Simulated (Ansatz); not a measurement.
Input and command of a plane-wave DFT calculation in Ansatz:

```yaml
crystal:
  lattice:
    - [1.6013869307, 0.9245611755, 7.649372041]
    - [-1.6013869307, 0.9245611755, 7.649372041]
    - [0.0, -1.849122351, 7.649372041]
  atoms:
    - { symbol: Nb, position: [0.391249772, 0.391249772, 0.391249772] }
    - { symbol: Nb, position: [0.608750228, 0.608750228, 0.608750228] }
    - { symbol: C, position: [0.0, 0.0, 0.0] }
    - { symbol: C, position: [0.2303331278, 0.2303331278, 0.2303331278] }
    - { symbol: C, position: [0.7696668722, 0.7696668722, 0.7696668722] }
basis:
  ecutwfc: 420
kpoints:
  mp_grid: { grid: [12, 12, 12] }
hamiltonian:
  xc: pbe
scf:
  occupations: { method: gaussian, width: 0.1 }
output:
  forces: true
  stress: true
  eigenvalues: true
relax:
  adjacent_minimum: "off"
  f_tol: 0.01
  max_steps: 80
  cell: { stress_tol: 0.05 }
```

```bash
ansatz run input.yaml --threads 1 --pin off --max-ram 2560MiB --backend cpu --events-out ev --progress --plain --runs-dir out
```

Processor: Intel(R) Xeon(R) 6975P-C (Granite Rapids), 1 thread, on a host shared with other jobs.

**Question.** Estimate time, memory and problem size.

**Answer.** About 79 s on 1 thread of Intel(R) Xeon(R) 6975P-C (Granite Rapids), on a shared host, peak memory 0.58 GiB. It solves 24 bands at 189 k points (the mesh reduced by the symmetry that the task leaves, which can be less than the crystal's) with about 1401 plane waves (on the last cell), in 59 SCF iterations over 9 ionic steps.
